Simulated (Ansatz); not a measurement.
GaN:
```xyz
6
Lattice="3.1252 0.0000 0.0000 -1.5626 2.7065 0.0000 0.0000 0.0000 7.3585" Properties=species:S:1:pos:R:3 pbc="T T T"
Ga     1.5626     0.0000     3.6793
Ga    -0.7813     1.3533     1.2264
Ga     0.7813     1.3533     6.1321
N      1.5626     0.0000     0.0000
N     -0.7813     1.3533     4.9057
N      0.7813     1.3533     2.4528
```

x, y and z are the axes in which the lattice vectors are written.

Give the high-frequency dielectric tensor and the Born effective charge tensors of the independent atoms from DFPT, the program Ansatz at the PBEsol level (PAW).


ε∞:
```
7.55  0.00  0.00
0.00  7.55  0.00
0.00  0.00  7.90
```
Z* of atom 1 (Ga), rows: field, columns: displacement, in e:
```
2.65  0.00  0.00
0.00  3.27  0.00
0.00  0.00  3.07
```
Z* of atom 4 (N), rows: field, columns: displacement, in e:
```
-2.63   0.00   0.00
 0.00  -3.29   0.00
 0.00   0.00  -3.07
```

Space group P6_222. The start of the workflow was typed in or built on a structure type; neither database checked (COD, Materials Project) lists it. It is not the phase usual at ambient conditions (space group No. 186, 216). Symmetry was held in the PBEsol relaxation; its stability against distortions is not shown here. Scalar-relativistic: spin–orbit coupling is off unless named, which matters more the heavier the elements.

Potentials: the later of the program's two PAW sets.
